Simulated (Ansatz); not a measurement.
Polymorphs of HfBN, each relaxed with PBE in the plane-wave PAW code Ansatz:

A: P-6m2
a = b = 2.645 Å, c = 7.781 Å, α = β = 90.00°, γ = 120.00°

| atom | site | symmetry | x | y | z |
|---|---|---|---|---|---|
| Hf | 1a | -6m2 | 0.0000 | 0.0000 | 0.0000 |
| B | 1d | -6m2 | 0.3333 | 0.6667 | 0.5000 |
| N | 1f | -6m2 | 0.6667 | 0.3333 | 0.5000 |

B: P6_3/mmc
a = 3.1928 Å, b = 3.1928 Å, c = 6.8479 Å, α = 90.00°, β = 90.00°, γ = 120.00°

```json
[
 {"atom": "Hf", "site": "2a", "symmetry": "-3m.", "x": "0.0000", "y": "0.0000", "z": "0.0000"},
 {"atom": "B", "site": "2c", "symmetry": "-6m2", "x": "0.3333", "y": "0.6667", "z": "0.2500"},
 {"atom": "N", "site": "2d", "symmetry": "-6m2", "x": "0.6667", "y": "0.3333", "z": "0.2500"}
]
```

Q: Put the candidates in order of energy per atom at 0 K, lowest first, for PBE.

A: A (+0 meV/atom), B (+56 meV/atom)

Typed or built starts, not in the databases checked: A; B. All cells were relaxed under the symmetry of their starts (and spin orders); stability against distortions was not tested throughout. Named crystals with no word on spin ran without spin polarisation. Spin–orbit coupling is left out wherever it is not named.

Energies hold the estimated change up to a 700 eV cutoff; steps of a few meV lie near the error of the meshes.

Potentials: the earlier of the program's two PAW sets.
